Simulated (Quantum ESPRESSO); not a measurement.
# GaTi3O7F: input and log of a self-consistent run

Computed values, not a measurement. The program is pw.x of Quantum ESPRESSO 7.5 (plane-wave density functional theory). The cell is made up: 12 atoms on a fluorite lattice, with randomly drawn elements, strain and displacements, not relaxed. PseudoDojo standard norm-conserving files (v0.5 for PBE, v0.4.1 for LDA and PBEsol) set the functional; there is no spin polarisation, spin-orbit coupling or dispersion term, and the masses in the input are unused placeholders.

Input:

```
&control calculation='scf', pseudo_dir='./dojo.nc.sr.pbe.v0_5.standard.upf', outdir='./o', disk_io='low', tprnfor=.true., tstress=.true. /
&system ibrav=0, nat=12, ntyp=4, nbnd=55, ecutwfc=84.00895049, nosym=.true., tot_charge=0,
 occupations='smearing', smearing='fd', degauss=0.0018374661
/
&electrons conv_thr=7.350e-09, electron_maxstep=60, /
ATOMIC_SPECIES
F 1.0 F.upf
Ga 1.0 Ga.upf
O 1.0 O.upf
Ti 1.0 Ti.upf
CELL_PARAMETERS angstrom
4.9054 0.0 0.0
0.0 4.9054 0.0
0.0 0.0 4.9054
ATOMIC_POSITIONS angstrom
Ga 0.0099 -0.0186 -0.1431
Ti 0.0103 2.6167 2.479
Ti 2.5013 -0.0497 2.4097
Ti 2.4834 2.3722 0.1536
O 1.1534 1.1725 1.038
O 1.3875 1.2718 3.7933
F 1.1956 3.8128 1.252
O 1.309 3.6971 3.8207
O 3.6634 1.329 1.1913
O 3.6071 1.2696 3.6213
O 3.6013 3.543 1.4237
O 3.6925 3.6362 3.6927
K_POINTS automatic
5 5 5 1 1 1
```

The log is shortened where brackets say so; the opening notice, blank lines, dates and the lines on written files are dropped, and the path of the files is cut. It prints rydbergs, bohrs and kilobars, and counts compression as positive stress. With no partly filled state, the Fermi energy that it prints is only some level between the filled and the empty states on the mesh, and need not lie in the true gap.

```
     Program PWSCF v.7.5
     Parallel version (MPI & OpenMP), running on       4 processor cores
     Number of MPI processes:                 4
     Threads/MPI process:                     1
     [start-up lines left out]
     bravais-lattice index     =            0
     lattice parameter (alat)  =       9.2699  a.u.
     unit-cell volume          =     796.5625 (a.u.)^3
     number of atoms/cell      =           12
     number of atomic types    =            4
     number of electrons       =        98.00
     number of Kohn-Sham states=           55
     kinetic-energy cutoff     =      84.0090  Ry
     charge density cutoff     =     336.0358  Ry
     scf convergence threshold =      7.3E-09
     mixing beta               =       0.7000
     number of iterations used =            8  plain     mixing
     Exchange-correlation= PBE
                           (   1   4   3   4   0   0   0)
     [axes and pseudopotential details left out]
   Cartesian axes
     site n.     atom                  positions (alat units)
         1        Ga     tau(   1) = (   0.0020182  -0.0037917  -0.0291719  )
         2        Ti     tau(   2) = (   0.0020997   0.5334325   0.5053614  )
         3        Ti     tau(   3) = (   0.5099074  -0.0101317   0.4912342  )
         4        Ti     tau(   4) = (   0.5062584   0.4835895   0.0313124  )
         5        O      tau(   5) = (   0.2351286   0.2390223   0.2116035  )
         6        O      tau(   6) = (   0.2828516   0.2592653   0.7732907  )
         7        F      tau(   7) = (   0.2437314   0.7772659   0.2552289  )
         8        O      tau(   8) = (   0.2668488   0.7536796   0.7788763  )
         9        O      tau(   9) = (   0.7468096   0.2709259   0.2428548  )
        10        O      tau(  10) = (   0.7353325   0.2588168   0.7382273  )
        11        O      tau(  11) = (   0.7341501   0.7222653   0.2902312  )
        12        O      tau(  12) = (   0.7527419   0.7412647   0.7527826  )
     number of k points=    63  Fermi-Dirac smearing, width (Ry)=  0.0018
                       cart. coord. in units 2pi/alat
        k(    1) = (   0.1000000   0.1000000   0.1000000), wk =   0.0320000
        k(    2) = (   0.1000000   0.1000000   0.3000000), wk =   0.0320000
     [further k points left out]
     Dense  grid:    82951 G-vectors     FFT dimensions: (  60,  60,  60)
     Estimated max dynamical RAM per process >     273.87 MB
     Estimated total dynamical RAM >       1.01 GB
     Initial potential from superposition of free atoms
     starting charge      97.9925, renormalised to      98.0000
     Starting wfcs are   71 randomized atomic wfcs
     total cpu time spent up to now is        7.5 secs
     per-process dynamical memory:   219.2 Mb
     Self-consistent Calculation
     iteration #  1     ecut=    84.01 Ry     beta= 0.70
     Davidson diagonalization with overlap
     ethr =  1.00E-02,  avg # of iterations =  2.0
     total cpu time spent up to now is       19.7 secs
     total energy              =    -787.55231927 Ry
     estimated scf accuracy    <       5.59449903 Ry
     iteration #  2     ecut=    84.01 Ry     beta= 0.70
     Davidson diagonalization with overlap
     ethr =  5.71E-03,  avg # of iterations =  8.3
     total cpu time spent up to now is       47.0 secs
     total energy              =    -779.11290454 Ry
     estimated scf accuracy    <      99.31516469 Ry
     iteration #  3     ecut=    84.01 Ry     beta= 0.70
     Davidson diagonalization with overlap
     ethr =  5.71E-03,  avg # of iterations =  6.6
     total cpu time spent up to now is       70.4 secs
     total energy              =    -790.73799592 Ry
     estimated scf accuracy    <       1.98654304 Ry
     iteration #  4     ecut=    84.01 Ry     beta= 0.70
     Davidson diagonalization with overlap
     ethr =  2.03E-03,  avg # of iterations =  2.0
     total cpu time spent up to now is       83.0 secs
     total energy              =    -790.72474504 Ry
     estimated scf accuracy    <       1.03166039 Ry
     iteration #  5     ecut=    84.01 Ry     beta= 0.70
     Davidson diagonalization with overlap
     ethr =  1.05E-03,  avg # of iterations =  1.0
     total cpu time spent up to now is       94.7 secs
     total energy              =    -790.55502765 Ry
     estimated scf accuracy    <       0.68977964 Ry
     [iterations 6 to 18 left out]
     iteration # 19     ecut=    84.01 Ry     beta= 0.70
     Davidson diagonalization with overlap
     ethr =  3.14E-10,  avg # of iterations =  2.9
     total cpu time spent up to now is      310.5 secs
     total energy              =    -790.65596319 Ry
     estimated scf accuracy    <       0.00000027 Ry
     iteration # 20     ecut=    84.01 Ry     beta= 0.70
     Davidson diagonalization with overlap
     ethr =  2.79E-10,  avg # of iterations =  2.1
     total cpu time spent up to now is      322.2 secs
     total energy              =    -790.65596319 Ry
     estimated scf accuracy    <       0.00000008 Ry
     iteration # 21     ecut=    84.01 Ry     beta= 0.70
     Davidson diagonalization with overlap
     ethr =  8.39E-11,  avg # of iterations =  5.4
     total cpu time spent up to now is      341.8 secs
     total energy              =    -790.65596321 Ry
     estimated scf accuracy    <       0.00000003 Ry
     iteration # 22     ecut=    84.01 Ry     beta= 0.70
     Davidson diagonalization with overlap
     ethr =  2.68E-11,  avg # of iterations =  1.4
     total cpu time spent up to now is      356.2 secs
     total energy              =    -790.65596321 Ry
     estimated scf accuracy    <          8.2E-09 Ry
     iteration # 23     ecut=    84.01 Ry     beta= 0.70
     Davidson diagonalization with overlap
     ethr =  8.32E-12,  avg # of iterations =  4.9
     total cpu time spent up to now is      372.8 secs
     End of self-consistent calculation
          k = 0.1000 0.1000 0.1000 ( 10395 PWs)   bands (ev):
   -47.1411 -47.1186 -46.5732 -23.4939 -23.3998 -23.3690 -23.3120 -23.2606
   -23.2378 -22.8942 -22.8098 -22.7766 -14.4036  -8.1588  -7.0548  -6.7651
    -6.3948  -6.2924  -6.0374  -4.8997  -3.2406  -3.2089  -3.1547  -3.0486
    -2.9273   2.3363   3.0820   3.2358   4.3233   4.9182   5.1646   5.7270
     5.9666   6.1438   6.4052   6.5270   6.6774   7.3841   8.0881   8.2908
     8.8749   9.1001   9.3095   9.7271   9.8955  10.2588  10.5361  10.8655
    11.1768  11.8183  12.1289  12.2220  12.4621  12.7299  12.9987
     [levels at the other k points left out]
     the Fermi energy is    11.5003 ev
!    total energy              =    -790.65596321 Ry
     estimated scf accuracy    <          1.3E-09 Ry
     smearing contrib. (-TS)   =      -0.00000002 Ry
     internal energy E=F+TS    =    -790.65596319 Ry
     The total energy is F=E-TS. E is the sum of the following terms:
     one-electron contribution =    -217.30635427 Ry
     hartree contribution      =     171.65105524 Ry
     xc contribution           =    -163.82912842 Ry
     ewald contribution        =    -581.17153573 Ry
     convergence has been achieved in  23 iterations
     Forces acting on atoms (cartesian axes, Ry/au):
     atom    1 type  2   force =    -0.01127299    0.07792054   -0.05121719
     atom    2 type  4   force =    -0.05349633   -0.09221456    0.09991816
     atom    3 type  4   force =     0.04668001    0.11489891    0.10498153
     atom    4 type  4   force =     0.00755036   -0.10563778   -0.10885923
     atom    5 type  3   force =     0.01858802    0.04145494    0.11340449
     atom    6 type  3   force =    -0.05174717   -0.00208890   -0.11737123
     atom    7 type  1   force =    -0.01229189   -0.06066635    0.03177217
     atom    8 type  3   force =    -0.03664667    0.00793092   -0.07294133
     atom    9 type  3   force =    -0.00904008   -0.07807616    0.01777774
     atom   10 type  3   force =     0.06645777   -0.01919287   -0.02181859
     atom   11 type  3   force =    -0.00340728    0.07770955   -0.03564751
     atom   12 type  3   force =     0.03862626    0.03796175    0.04000098
     Total force =     0.382359     Total SCF correction =     0.000072
     Computing stress (Cartesian axis) and pressure
          total   stress  (Ry/bohr**3)                   (kbar)     P=       -3.90
  -0.00008041  -0.00005874  -0.00006394          -11.83       -8.64       -9.41
  -0.00005874  -0.00004487  -0.00004268           -8.64       -6.60       -6.28
  -0.00006394  -0.00004268   0.00004574           -9.41       -6.28        6.73
     init_run     :      7.12s CPU      7.42s WALL (       1 calls)
     electrons    :    364.28s CPU    365.29s WALL (       1 calls)
     forces       :      2.76s CPU      2.78s WALL (       1 calls)
     stress       :      9.48s CPU      9.49s WALL (       1 calls)
     [timing details left out]
     PWSCF        :   6m23.85s CPU   6m25.27s WALL
     JOB DONE.
```

In other units: free energy -10757.422 eV for the cell, pressure -0.39 GPa, largest force component 3.018 eV/Å. A rerun of this cell at a cutoff of 1437 eV and k mesh 7 x 7 x 7 moved values by no more than 0.003 eV in energy, 0.05 GPa in stress and 0.002 eV/Å in force.